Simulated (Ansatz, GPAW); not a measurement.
**One calculation of CoNiO2, 3 ways**

```
Ni Co O
1.0
     3.01433    0.00000    0.00000
     0.00000    3.01433    0.00000
     0.00000    0.00000    4.22229
Ni Co O
1 1 2
Cartesian
  0.0000 0.0000 0.0000
  1.5072 1.5072 2.1111
  0.0000 0.0000 2.1111
  1.5072 1.5072 0.0000
```

The cell comes from a database or a generator and needn't be the stable form of this composition.

Alike in all runs: task single point; functional PBEsol; k mesh 9 × 9 × 6; occupations fermi-dirac, width 0.05 eV; collinear spin, ferromagnetic start; no spin-orbit coupling. Pressure is positive in compression and, in plane waves, holds the error of the finite cutoff, which Ansatz's Pulay term estimates and takes out.

```tsv
program and potentials	plane-wave cutoff (eV)	notes	pressure (GPa)	net moment per atom (μB)
Ansatz, Ansatz PAW	420	potentials made for PBE, which Ansatz adapts in part; 11.75 valence electrons an atom on average; Pulay term of +0.75 GPa included	-11.94	1.14
GPAW, PAW data sets generated for this functional	800	9.25 valence electrons an atom on average; this data set often lies off other programs	-9.95	1.13
Ansatz, all-electron LAPW, scalar-relativistic	-	-	-11.85	1.14
```

The pressure spans -11.94 (Ansatz, Ansatz PAW) to -9.95 GPa (GPAW, PAW data sets generated for this functional), with all-electron results at -11.85. The net moment per atom spans 1.13 (GPAW, PAW data sets generated for this functional) to 1.14 μB (Ansatz, all-electron LAPW, scalar-relativistic), with all-electron results at 1.14. The cell lies far from this level's equilibrium. The state is the one that the start led to, which needn't be the lowest.

Differences between rows come from potentials, basis sets and numerical settings, since the functional is the same but for its coding. Runs on potential files found faulty are left out.
